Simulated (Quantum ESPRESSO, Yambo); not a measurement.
**Levels of theory for the gap of Na2CO3**

Na2CO3 (space group C2/m, No. 12): one geometry, one set of norm-conserving PBEsol (Quantum ESPRESSO, 88 Ry, no spin-orbit coupling) orbitals, self-energies from Yambo (2×2×2 Γ-centred k mesh, bands 5 to 232 and a 7 Ry block in the screening, 232 bands in G with the Bruneval-Gonze terminator, plasmon pole fitted at 27.2 eV).

The geometry is that of Materials Project entry mp-1101899, symmetrised and not relaxed again.

```json
[
 {"level": "PBEsol (Quantum ESPRESSO)", "gap Γ → Γ (eV)": "3.29", "rough Yambo cost": "–"},
 {"level": "exchange only (Hartree-Fock self-energy on PBEsol orbitals)", "gap Γ → Γ (eV)": "13.52", "rough Yambo cost": "about 1/8 (12 states)"},
 {"level": "static COHSEX@PBEsol", "gap Γ → Γ (eV)": "7.40", "rough Yambo cost": "within a factor of two (2 states)"},
 {"level": "G0W0@PBEsol, plasmon pole", "gap Γ → Γ (eV)": "6.14", "rough Yambo cost": "1 (12 states)"}
]
```

Bare exchange has no screening and gives the widest gap; static COHSEX screens it but leaves out the frequency dependence, which G0W0 restores.

Costs are rough ratios of core time on shared machines.

Nearest settings tried, and what they do to the gap: 155 bands in G: -3 meV; 155 bands in W, 155 bands in G: +43 meV; 6 Ry block (245 vectors against 331): -50 meV; 2×2×1 mesh: -112 meV. So the settings aren't converged at that level. The k mesh is coarse.
